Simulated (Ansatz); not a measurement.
As:
```xyz
4
Lattice="-3.4536 3.4536 3.4536 3.4536 -3.4536 3.4536 3.4536 3.4536 -3.4536" Properties=species:S:1:pos:R:3 pbc="T T T"
As     2.5902     0.8634    -0.8634
As     0.8634    -0.8634     2.5902
As    -0.8634     2.5902     0.8634
As     0.8634     0.8634     0.8634
```

Relaxed with PBEsol. Special points in fractions of this cell's reciprocal vectors: Γ (0.000, 0.000, 0.000); H (0.500, -0.500, 0.500); N (0.000, 0.000, 0.500); P (0.250, 0.250, 0.250).

Q: List the band energies nearest the Fermi level at these points for PBEsol with spin–orbit coupling (plane waves, PAW; program Ansatz).

A: In eV from the Fermi level; about four levels below and three above (degenerate sets whole), none deeper than 8.9 eV; points with the same levels are listed once.

```json
[
 {"k": "Γ", "below": "-1.60 -1.60 -1.60 -1.60", "above": "0.90 0.90 1.07 1.07 1.07 1.07"},
 {"k": "H", "below": "-0.01 -0.01 -0.01 -0.01", "above": "1.84 1.84 1.95 1.95 1.95 1.95"},
 {"k": "N", "below": "-1.41 -1.41 -0.85 -0.85", "above": "0.28 0.28 1.53 1.53"},
 {"k": "P", "below": "-0.62 -0.49 -0.49 -0.49", "above": "0.64 0.92 0.92 0.92"}
]
```

Space group I4_132. The start of the workflow was typed in or built on a structure type; neither database checked (COD, Materials Project) lists it. It is not the phase usual at ambient conditions (space group No. 166). The PBEsol relaxation kept the symmetry of its start. At this level the phase is dynamically unstable (imaginary phonons). The volume moved by 54 % from the start of the relaxation.

Potentials: the later of the program's two PAW sets.
